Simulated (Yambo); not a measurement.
BSE-type run in Yambo on AlAs (zinc blende, space group F-43m, No. 216), at zero momentum.

Quantum ESPRESSO step (PBE, PseudoDojo standard norm-conserving files, scalar-relativistic):
```
&CONTROL
  calculation = 'nscf'
  pseudo_dir = './pseudo'
  outdir = './out'
/
&SYSTEM
  ibrav = 0
  nat = 2
  ntyp = 2
  ecutwfc = 84.0
  ecutrho = 336.0
  occupations = 'fixed'
  force_symmorphic = .true.
  nbnd = 29
/
&ELECTRONS
  conv_thr = 2e-09
  diago_full_acc = .true.
  diago_thr_init = 1e-08
/
ATOMIC_SPECIES
Al 26.9815 Al.upf
As 74.9216 As.upf
CELL_PARAMETERS angstrom
  0.000000000000   2.837450714000   2.837450714000
  2.837450714000   0.000000000000   2.837450714000
  2.837450714000   2.837450714000   0.000000000000
ATOMIC_POSITIONS crystal
Al   0.000000000000   0.000000000000   0.000000000000
As   0.250000000000   0.250000000000   0.250000000000
K_POINTS automatic
10 10 10 0 0 0
```

Yambo input:
```
rim_cut
optics
bse
bss
dipoles
em1s
RandQpts= 1000000
RandGvec= 1 Ry
FFTGvecs= 40 Ry
Chimod= "HARTREE"
BSKmod= "SEX"
BSEmod= "resonant"
BSSmod= "hs"
BSENGexx= 15 Ry
BSENGBlk= 4 Ry
% KfnQP_E
 0.796 | 1.0 | 1.0 |
%
% BSEQptR
 1 | 1 |
%
% BSEBands
 7 | 13 |
%
% BEnRange
 0.0 | 9.6 | eV
%
% BDmRange
 0.15 | 0.15 | eV
%
BEnSteps= 192
% BLongDir
 1.0 | 0.0 | 0.0 |
%
BSHayTrs= -0.02
BSSNEig= 24
WRbsWF
% BndsRnXs
 1 | 25 |
%
NGsBlkXs= 4 Ry
% LongDrXs
 1.0 | 1.0 | 1.0 |
%
```

From the report:

The dimension is k points × valence × conduction bands = 1000 × 3 × 4 = 12000.
```
   [SLEPC] Approach                          : Krylov-Schur
   [SLEPC] Number of requested eigenvalues   :  24
   [SLEPC] Number of eigenvalues        [NEV]:  24
    [K] Dimension                                    :  12000
    [K] Bands                                        :   7  13
    [K] Exchange res                                 : yes
    [K] Correlation res                              : yes
    [K] W interaction is bare                        : no
    [K] RL vectors exchange                          :   331
    [K] RL vectors correlation                       :   59
    [W] Matrix size                                  :   59
    [W] Bands                                        :   1  25
    [W] Coulomb Cutoff                               : none
    [W] Hxc Kernel                                   : HARTREE
```

Bands and orbitals come from the standard potentials; the scissor and the G0W0 gaps come from a run at the same geometry on the stringent ones, which hold whole semicore shells in the valence.

Spin-orbit coupling is not included.

Geometry relaxed with PBEsol.
